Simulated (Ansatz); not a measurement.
These are results of Ansatz 0.2.0, DFT PBE, scalar-relativistic, plane waves, PAW, and for the lanthanide a 4f-in-core norm-conserving potential, not measurements. All cells share a 690 eV cutoff and Γ-centred k meshes spaced at most about 0.3 Å⁻¹ (about 0.25 or finer for metals, 2π included). No spin polarisation in the final relaxations.

These are static total energies at zero pressure.

Two relaxed structures of TmHgCl:

A.

Space group P4/mmm (No. 123). a = 4.543 Å, b = 4.543 Å, c = 5.057 Å, α = 90.00°, β = 90.00°, γ = 90.00°
```
atom  site  symmetry       x       y       z
  Tm    1d     4/mmm  0.5000  0.5000  0.5000
  Hg    1a     4/mmm  0.0000  0.0000  0.0000
  Cl    1c     4/mmm  0.5000  0.5000  0.0000
```

B.

Space group P4/mmm (No. 123). a = 3.680 Å, b = 3.680 Å, c = 6.318 Å, α = 90.00°, β = 90.00°, γ = 90.00°
```csv
atom,site,symmetry,x,y,z
Tm,1a,4/mmm,0.0000,0.0000,0.0000
Hg,1d,4/mmm,0.5000,0.5000,0.5000
Cl,1c,4/mmm,0.5000,0.5000,0.0000
```

Question: Which form is favoured at zero pressure, and by what margin per atom?

Answer: B is lower, by 90 meV/atom. A has space group P4/mmm (No. 123), 34.8 Å³/atom and no gap on its mesh; B has space group P4/mmm (No. 123), 28.5 Å³/atom and no gap. Counting Cl atoms around Hg and Tm (those within 1.25 times the shortest such distance or 1.15 times the sum of covalent radii, 1.27 where that leaves under three; the shortest distance is added where it exceeds 1.18 times the sum of covalent radii), A has Tm 2, Hg 4 from 3.2 Å and B has Tm 4, Hg 2 from 3.2 Å. The denser one is the lower, and pressure would at first widen the difference. In A, around Tm lie 2 Cl at 2.53 Å, 8 Hg at 4.09 Å and 4 Tm at 4.54 Å; Hg has 4 Cl at 3.21 Å, 8 Tm at 4.09 Å and 4 Hg at 4.54 Å; Cl is surrounded by 2 Tm at 2.53 Å and 4 Hg at 3.21 Å. In B, Tm is surrounded by 4 Cl at 2.60 Å, 4 Tm at 3.68 Å and 8 Hg at 4.09 Å; Hg is surrounded by 2 Cl at 3.16 Å, 4 Hg at 3.68 Å and 8 Tm at 4.09 Å; Cl is surrounded by 4 Tm at 2.60 Å and 2 Hg at 3.16 Å. Both come from invented guesses. A third cell relaxed alike, in P4/nmm, lies 0.55 eV/atom below the lower of the two.

These runs have no spin–orbit coupling, which can matter for Hg. Cells relaxed within their symmetry can be saddle points.

The lanthanide is trivalent by construction, without f bands, f moments or other valences.
